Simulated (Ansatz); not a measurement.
**Nb (dhcp): energy against volume**

Theory: DFT, r2SCAN, plane waves (500 eV) with PAW, scalar-relativistic (Ansatz). (PAW data from PBE, frozen cores regenerated.)

The cell is scaled uniformly from the relaxed one, with fractional coordinates and shape fixed. Energies are extrapolated to zero smearing, pressures are those at the given smearing. Magnetic state: non-magnetic.

A Birch-Murnaghan fit gives V₀ = 18.57 Å³/atom, B₀ = 166 GPa, B₀′ = 3.5.

**Question.** What are the energy above the minimum and the pressure at 17.811 Å³/atom?

**Answer.** 17.2 meV/atom and 7.51 GPa as computed.

**Question.** What are the energy above the minimum and the pressure at 19.295 Å³/atom?

**Answer.** 13.8 meV/atom and -5.92 GPa as computed.

**Question.** What are the energy above the minimum and the pressure at 20.037 Å³/atom?

**Answer.** 53.6 meV/atom and -11.01 GPa as computed.
